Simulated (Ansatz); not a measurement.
The relaxed structure here is a generated cell of Nb: the first start was made by placing the elements on the sites of a structure type, and the end was not matched to a known phase here, so it may be hypothetical. Known forms of Nb include space group No. 229.

A relaxed structure of Nb. All values below come from PBEsol (plane waves to 420 eV, PAW, scalar-relativistic; Ansatz, an electronic-structure program).

```cif
data_Nb
_chemical_formula_sum 'Nb1'
_space_group_name_H-M_alt 'P 1'
_space_group_IT_number 1
_cell_length_a 3.09322
_cell_length_b 3.09322
_cell_length_c 3.09322
_cell_angle_alpha 128.017
_cell_angle_beta 128.017
_cell_angle_gamma 76.598
loop_
_space_group_symop_operation_xyz
  'x, y, z'
loop_
_atom_site_label
_atom_site_type_symbol
_atom_site_fract_x
_atom_site_fract_y
_atom_site_fract_z
_atom_site_occupancy
Nb1 Nb 0.00000 0.00000 0.00000 1
```

### Question
Determine the symmetry and give the standard cell with its independent sites.

### Answer
Space group I4/mmm (No. 139); a = 2.7111 Å, b = 2.7111 Å, c = 4.8550 Å, α = 90.00°, β = 90.00°, γ = 90.00°

| atom | site | symmetry | x | y | z |
|---|---|---|---|---|---|
| Nb | 2a | 4/mmm | 0.0000 | 0.0000 | 0.0000 |

### Question
Give the shortest distances between elements (the closest pairs, up to four, under 3.6 Å).

### Answer
Nb–Nb 2.71 Å.

The volume per atom is 17.84 Å³ and the band gap is no gap (metallic).

No spin polarisation in the result.

The run could not lower the symmetry of its start; a shaken copy of this end point relaxes with PBEsol to Im-3m (No. 229), 0.15 eV/atom lower.
